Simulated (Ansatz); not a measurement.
Au: frozen-core PAW against all-electron methods

```
Au
1.0
     2.86080    0.00000    0.00000
    -1.43040    2.47753    0.00000
     0.00000    0.00000    4.81405
Au
2
Direct
  0.33333 0.66667 0.75000
  0.66667 0.33333 0.25000
```

Atom numbers follow the list: Au1, Au2.

The cell comes from COD entry 1545302, which wasn't checked; take it as a given geometry. The listed cell was then made from it by scaling, straining or moving an atom.

No spin–orbit coupling, which matters for the heavy atoms here.

Methods: DFT, LDA, PAW with Ansatz's default frozen-core files, scalar-relativistic (Ansatz 0.2.0); DFT, LDA, all-electron LAPW, scalar-relativistic (Ansatz 0.2.0).

For PAW: a Γ-centred 14×14×8 k mesh, Fermi–Dirac smearing of 0.03 eV, cutoff 420 eV, no spin polarisation; the PAW files were made with PBE, and the program remakes their frozen cores for this functional. LAPW targets a basis error of 0.25 meV/atom. The Ansatz runs share mesh, smearing and spin set-up. Plane-wave (PAW) pressures include the program's estimate of the Pulay term.

Stress and pressure are positive in compression.

The change that made this cell: volume scaled by 0.96.

PAW results:

```json
{"quantity": "pressure (GPa)", "PAW": "-4.94"}
{"quantity": "stress xx (GPa)", "PAW": "-4.80"}
{"quantity": "stress zz (GPa)", "PAW": "-5.23"}
```

(1) What does LAPW (all electrons) give for the same quantities?

Results:

(1) 
| quantity | LAPW |
| --- | --- |
| pressure (GPa) | -4.94 |
| stress xx (GPa) | -4.80 |
| stress zz (GPa) | -5.21 |
